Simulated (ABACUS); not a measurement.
Band structure of CoSi2 (Fm-3m, 3 atoms in the cell; from Materials Project mp-2379).

```
CoSi2
1.0
    0.00000     2.65642     2.65642
    2.65642     0.00000     2.65642
    2.65642     2.65642     0.00000
Co Si
1 2
Cartesian
  0.00000   0.00000   0.00000
  3.98463   3.98463   3.98463
  1.32821   1.32821   1.32821
```

Computed with PBEsol, PseudoDojo 0.4 standard norm-conserving PBEsol (tails mended) pseudopotentials (plane waves; ABACUS).

Settings: KPT = Gamma 8 8 8 0 0 0; basis_type = pw; dft_functional = PBESOL; ecutwfc = 96 Ry; smearing_method = mv; smearing_sigma = 0.00734986 Ry; potentials = PseudoDojo 0.4 standard norm-conserving PBEsol (tails mended); symmetry = 1; symmetry_prec = 1e-05; nbands = 19; ks_solver = dav_subspace; scf_nmax = 100; scf_thr = 1.0e-09 Ry; mixing_type = broyden.

The run has no spin polarisation, so moments on Co cannot form. The structure comes from a collection of computed structures, made at another level of theory; the collection holds predicted forms beside known ones. No clean gap shows at this smearing width and mesh (spacing up to 0.26 Å⁻¹); the mesh is coarse for partly filled bands, so the values carry mesh errors.

Points are given in units of this cell's reciprocal vectors. Levels in eV from the Fermi level, bands 10 to 17:
```tsv
point	10	11	12	13	14	15	16	17
Γ (0 0 0)	-1.92	1.03	3.46	3.46	3.46	3.57	3.57	3.57
X (0.5 0 0.5)	-2.00	-2.00	-1.95	-1.31	1.73	2.95	8.63	9.85
W (0.5 0.25 0.75)	-2.34	-2.00	-1.44	-0.63	3.78	3.78	5.83	6.72
K (0.375 0.375 0.75)	-2.28	-1.80	-1.21	-0.94	2.09	5.02	5.97	7.84
L (0.5 0.5 0.5)	-1.64	-1.64	-0.45	-0.45	2.75	3.55	3.55	4.59
U (0.625 0.25 0.625)	-2.28	-1.80	-1.21	-0.94	2.09	5.02	5.97	7.84
```

3 bands cross the Fermi level along this path, so the cell has no gap at this level.

“Tails mended”: in these copies of the files the far tail of each local potential was reset to the Coulomb form.
